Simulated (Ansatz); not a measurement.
Input:

SrO:
```yaml
crystal:
  lattice:
    - [3.47768, 0.00000, 0.00000]
    - [-1.73884, 3.01176, 0.00000]
    - [0.00000, 0.00000, 6.08602]
  atoms:
    - { symbol: Sr, position: [0.33333, 0.66667, 0.25000] }
    - { symbol: Sr, position: [0.66667, 0.33333, 0.75000] }
    - { symbol: O, position: [0.00000, 0.00000, 0.00000] }
    - { symbol: O, position: [0.00000, 0.00000, 0.50000] }
```

This is the LDA-relaxed structure.

Q: All from LDA (plane waves, PAW; program Ansatz), unless another level is named. Give the static dielectric constant ε0 (ions relaxed, cell fixed).

A: 11.6 (xx = yy), 18.6 (zz).

Q: Give the Born charges (a third of the trace).

A: Sr +2.37, O -2.37 e.

Q: And the electronic dielectric constant ε∞ (DFPT)?

A: 3.93 (xx = yy), 4.17 (zz).

Space group P6_3/mmc (NiAs type). The workflow started from a Materials Project entry (that database holds measured and hypothetical structures alike); the Crystallography Open Database copy checked does not list it. It is not the phase usual at ambient conditions (space group No. 225). Symmetry was held in the LDA relaxation; whether a distortion lowers the energy is not shown. Spin–orbit coupling is left out wherever it is not named.

Potentials: the later of the program's two PAW sets.
